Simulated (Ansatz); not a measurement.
Sc:
```yaml
crystal:
  lattice:
    - [3.26846, 0.00000, 0.00000]
    - [-1.63423, 2.83057, 0.00000]
    - [0.00000, 0.00000, 5.07103]
  atoms:
    - { symbol: Sc, position: [0.33333, 0.66667, 0.75000] }
    - { symbol: Sc, position: [0.66667, 0.33333, 0.25000] }
```

Relaxed with PBE+D3(BJ). Special points in fractions of this cell's reciprocal vectors: Γ (0.000, 0.000, 0.000); M (0.500, 0.000, 0.000); K (0.333, 0.333, 0.000); A (0.000, 0.000, 0.500); L (0.500, 0.000, 0.500); H (0.333, 0.333, 0.500).

Question: List the band energies nearest the Fermi level at these points for DFT-PBE+D3(BJ) in the program Ansatz with PAW potentials.

Answer: In eV from the Fermi level; about four levels below and three above (degenerate sets whole), none deeper than 8.9 eV; points with the same levels are listed once.

```json
[
 {"k": "Γ", "below": "-5.21 -1.69", "above": "0.75 1.65 1.65"},
 {"k": "M", "below": "-1.64 -1.12 -0.73 -0.33", "above": "1.37 1.38 1.98"},
 {"k": "K", "below": "-0.72 -0.72 -0.64 -0.56", "above": "1.07 1.07 2.24"},
 {"k": "A", "below": "-3.60 -3.60", "above": "1.02 1.02 1.55 1.55 1.55 1.55"},
 {"k": "L", "below": "-1.54 -1.54", "above": "0.08 0.08 1.37 1.37"},
 {"k": "H", "below": "-0.44 -0.44 -0.14 -0.14", "above": "0.30 0.30 2.51 2.51"}
]
```

Space group P6_3/mmc (hcp (Mg type)). Symmetry was held in the PBE+D3(BJ) relaxation. No spin polarisation was allowed. The pairwise dispersion correction was not fitted to metals.

Potentials: the earlier of the program's two PAW sets.
